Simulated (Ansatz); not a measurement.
SnS:
```yaml
crystal:
  lattice:
    - [11.15932, 0.00000, 0.00000]
    - [0.00000, 3.99963, 0.00000]
    - [0.00000, 0.00000, 4.26186]
  atoms:
    - { symbol: Sn, position: [0.61848, 0.25000, 0.38804] }
    - { symbol: Sn, position: [0.38152, 0.75000, 0.61196] }
    - { symbol: Sn, position: [0.88152, 0.75000, 0.88804] }
    - { symbol: Sn, position: [0.11848, 0.25000, 0.11196] }
    - { symbol: S, position: [0.35290, 0.25000, 0.02486] }
    - { symbol: S, position: [0.64710, 0.75000, 0.97514] }
    - { symbol: S, position: [0.14710, 0.75000, 0.52486] }
    - { symbol: S, position: [0.85290, 0.25000, 0.47514] }
```

This is the PBE+D3(BJ)-relaxed structure. Cartesian axes are those of the cell as given.

All from plane-wave PAW PBE+D3(BJ) (Ansatz code), unless another level is named. Predict the hole effective mass.

0.17, 0.17, 1.9 mₑ (principal values).

And the formation energy from the elements (no fitted shifts)?

-51 kJ/mol of atoms.

And the band gap?

0.65 eV (indirect).

Predict the valence-band maximum.

on the Γ–Z line, 88 % of the way from Γ (k = 0.000, 0.000, 0.440 in fractions of the reciprocal vectors).

Space group Pnma. The PBE+D3(BJ) relaxation kept the symmetry of its start. The references are the lowest solids computed at this level, not always the standard phases. Spin–orbit coupling is left out wherever it is not named.

Potentials: the earlier of the program's two PAW sets.
